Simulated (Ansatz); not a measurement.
Phonons of a relaxed structure of GaN by density-functional perturbation theory (low response-accuracy setting, no LO–TO term) at Γ and zone-boundary points with q components 0 or ½ of the primitive reciprocal vectors. Computed with PBE (plane waves to 420 eV, PAW, scalar-relativistic; Ansatz, a first-principles code). Γ-centred k-mesh 10×10×6, Fermi–Dirac smearing 0.05 eV.

```
CELL_PARAMETERS angstrom
      3.21838     0.00000     0.00000
     -1.60919     2.78720     0.00000
      0.00000     0.00000     5.24305
ATOMIC_POSITIONS crystal
  Ga 0.66667 0.33333 0.00097
  Ga 0.33333 0.66667 0.50097
  N  0.66667 0.33333 0.62423
  N  0.33333 0.66667 0.12423
```

Space group P6₃mc (No. 186), wurtzite type.

```tsv
q	wavenumbers (cm⁻¹; i marks imaginary)
Γ	0 (×3), 136 (×2), 319, 501, 524 (×2), 532 (×2), 656
M (½, 0, 0)	134, 176, 186, 223, 294, 302, 542, 553, 574, 605, 639, 659
A (0, 0, ½)	104 (×4), 225 (×2), 527 (×4), 676 (×2)
L (½, 0, ½)	163 (×2), 167 (×2), 325 (×2), 559 (×2), 570 (×2), 651 (×2)
```

No instability shows at these points (nothing beyond 15i cm⁻¹, the threshold used here). Other wavevectors were not sampled, so this does not prove stability.

No spin polarisation in the result.
